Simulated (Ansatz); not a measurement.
# Does relaxation matter for the field gradients of CdSe with Au replacing Cd?

Start: a supercell of CdSe (wurtzite type, P6_3mc) built from a COD entry (the entry's cell lengths or inner coordinates differ somewhat from later room-temperature determinations), with all atoms left at the host's positions.

Space group P3m1 (No. 156); a = 8.6000, c = 14.0400 Å, γ = 120.00°.

```csv
site,Wyckoff,site symmetry,x,y,z
Au,1a,3m.,0.0000,0.0000,0.0000
Cd2,1a,3m.,0.0000,0.0000,0.5000
Cd3,3d,.m.,0.0000,0.5000,0.0000
Cd4,3d,.m.,0.0000,0.5000,0.5000
Cd9,3d,.m.,0.1667,0.8333,0.2500
Cd10,3d,.m.,0.1667,0.8333,0.7500
Cd15,1c,3m.,0.6667,0.3333,0.2500
Cd16,1c,3m.,0.6667,0.3333,0.7500
Se17,1a,3m.,0.0000,0.0000,0.1925
Se18,1a,3m.,0.0000,0.0000,0.6925
Se19,3d,.m.,0.0000,0.5000,0.1925
Se20,3d,.m.,0.0000,0.5000,0.6925
Se25,3d,.m.,0.1667,0.8333,0.4425
Se26,3d,.m.,0.1667,0.8333,0.9425
Se31,1c,3m.,0.6667,0.3333,0.4425
Se32,1c,3m.,0.6667,0.3333,0.9425
```

One atom of each set is listed.

Level of theory: DFT, PBE, plane waves and PAW, scalar-relativistic, 420 eV cutoff, Γ-centred 3×3×2 k-points, Fermi–Dirac smearing 0.01 eV, cell charge +1 (Ansatz 0.2.0).

The largest force at the start is 0.67 eV/Å. Relaxing the ions at fixed cell moves them by 0.097 Å at most (atom 17, Se) and 0.043 Å rms.

| site | moved (Å) | first shell before | first shell after | V_zz before (10²¹ V/m²) | η before |
| --- | --- | --- | --- | --- | --- |
| Au | 0.045 | 4 Se at 2.61–2.70 Å | 4 Se at 2.56–2.57 Å | -4.76 | 0.00 |
| Cd2 | 0.032 | 4 Se at 2.61–2.70 Å | 4 Se at 2.63–2.64 Å | 3.14 | 0.00 |
| Cd3 | 0.037 | 4 Se at 2.61–2.70 Å | 4 Se at 2.62–2.66 Å | -1.71 | 0.90 |
| Cd4 | 0.030 | 4 Se at 2.61–2.70 Å | 4 Se at 2.63–2.65 Å | 3.40 | 0.06 |
| Cd9 | 0.039 | 4 Se at 2.61–2.70 Å | 4 Se at 2.63–2.65 Å | 2.66 | 0.22 |
| Cd15 | 0.038 | 4 Se at 2.61–2.70 Å | 4 Se at 2.63–2.64 Å | 2.76 | 0.00 |
| Cd16 | 0.008 | 4 Se at 2.61–2.70 Å | 4 Se at 2.63–2.65 Å | 3.28 | 0.00 |
| Se17 | 0.097 | 3 Cd at 2.61 Å, 1 Au at 2.70 Å | 1 Au at 2.56 Å, 3 Cd at 2.65 Å | 3.92 | 0.00 |
| Se18 | 0.032 | 4 Cd at 2.61–2.70 Å | 4 Cd at 2.63–2.64 Å | -2.17 | 0.00 |
| Se19 | 0.041 | 4 Cd at 2.61–2.70 Å | 4 Cd at 2.62–2.64 Å | 1.14 | 0.56 |
| Se20 | 0.026 | 4 Cd at 2.61–2.70 Å | 4 Cd at 2.63–2.65 Å | 0.91 | 0.77 |
| Se25 | 0.036 | 4 Cd at 2.61–2.70 Å | 4 Cd at 2.63 Å | 0.86 | 0.21 |
| Se26 | 0.068 | 3 Cd at 2.61–2.70 Å, 1 Au at 2.61 Å | 1 Au at 2.57 Å, 3 Cd at 2.65–2.66 Å | 11.76 | 0.57 |
| Se31 | 0.030 | 4 Cd at 2.61–2.70 Å | 4 Cd at 2.63 Å | 0.17 | 0.00 |

Problem. How do the gradients change?

Solution. 

```csv
site,V_zz after,η after,change of V_zz
Au,-11.77,0.00,-7.01
Cd2,0.39,0.00,-2.75
Cd3,-2.21,0.57,–
Cd4,0.77,0.45,-2.63
Cd9,1.23,0.94,–
Cd15,-0.43,0.00,-3.19
Cd16,1.14,0.00,-2.14
Se17,2.53,0.00,-1.39
Se18,-0.66,0.00,+1.51
Se19,-1.31,0.86,–
Se20,-1.08,0.17,–
Se25,1.89,0.33,+1.03
Se26,13.26,0.47,+1.50
Se31,1.45,0.00,+1.28
```

The largest change of V_zz along a kept axis is on Au, from -4.76 to -11.77. Small gradients that grow severalfold: Se31 (0.17 to 1.45). In per cent, |V_zz| changes by +148 on Au, -87 to -65 on Cd, -70 to +13 on Se (all sites that start above 2, bar those whose gradient vanishes or changes sign or whose main axis turns by over 40°). Where |V_zz| stays above 0.1 and the axes keep their order, η moves most on Cd4, from 0.06 to 0.45. V_zz changes sign on Cd15 (same axis). On Cd9, Cd3, Se19, Se20 the largest principal value lies along another axis in the second run, so the two V_zz can't be compared directly. The table leaves out 2 of the 16 sites, with |V_zz| up to 3.61; their tensors move by 2.40 at most along any direction. The statements above cover all sites. The host's own positions weren't relaxed first, so part of the change far from the defect can be the host's relaxation.

The run isn't spin-polarised, and a state with spin may lie lower. The defect repeats with the cell of 32 atoms, so it feels its images: sites between two images don't show the values beside a lone defect, and zeros or small values of η there can come from the images' arrangement. Cd and Se carry a gradient in the pure host already, so the values there aren't the defect's effect alone. A uniform background compensates the cell's charge. The defect cell has no gap above 0.1 eV on its mesh, so the values can hang on the smearing and the k-mesh. Spin–orbit coupling is left out, which shifts gradients on Au by a few per cent in wide-gap crystals, and can shift them far more where the calculated gap is small or absent, as here.
Before: The neighbours have not yet relaxed around the defect (largest force 0.67 eV/Å), so a real crystal will differ.
After: The relaxation keeps the site symmetry 3m of the start, so the impurity can move only along its axis; a distortion that would localise the partly filled state isn't explored.
